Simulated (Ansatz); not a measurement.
## Notes on Na₂TeBr₆

```
Na Te Br
1.0
     0.00000    5.20954    5.20954
     5.20954    0.00000    5.20954
     5.20954    5.20954    0.00000
Na Te Br
2 1 6
Direct
  0.25000 0.25000 0.25000
  0.75000 0.75000 0.75000
  0.00000 0.00000 0.00000
  0.75320 0.24680 0.24680
  0.24680 0.75320 0.24680
  0.24680 0.75320 0.75320
  0.75320 0.24680 0.75320
  0.24680 0.24680 0.75320
  0.75320 0.75320 0.24680
```

Method: PBE, no spin polarisation; PAW, plane waves to 420 eV, 4×4×4 Γ-centred mesh, fermi-dirac occupations (width 0.0274 eV) (Ansatz 0.2.0), atoms fixed.

- Forces: The largest is on Br4 (and as large on other atoms): 1.55 eV/Å, components (1.55, 0.00, 0.00). It makes 180° with the line to a nearest neighbour, Te3 at 2.57 Å, pointing away from it.
- Electronic structure: The gap is 1.95 eV, indirect (the least direct gap found is 2.30 eV).
- Formation energy: -0.73 eV an atom against the elements' usual phases (free molecules for gases, crystals otherwise, with no correction for O₂ or N₂), so it is bound against them; other compounds may still compete. Relaxing would lower it.
- Charges: Bader charges in e: Na +0.92, Te +1.48, Br -0.56. In the mean Te gives up most and Br takes most.
- Band edges: Within 0.7 eV of the edges, the states project mainly on Br p (79 %) and Te s (19 %) below the gap and on Te p (47 %) and Br p (38 %) above it.

Origin: a known structure type with other elements, at an estimated volume, so it need not be a known compound. Caveats: no spin-orbit coupling, which can shift this gap by tenths of an eV; atoms or cell far from equilibrium.
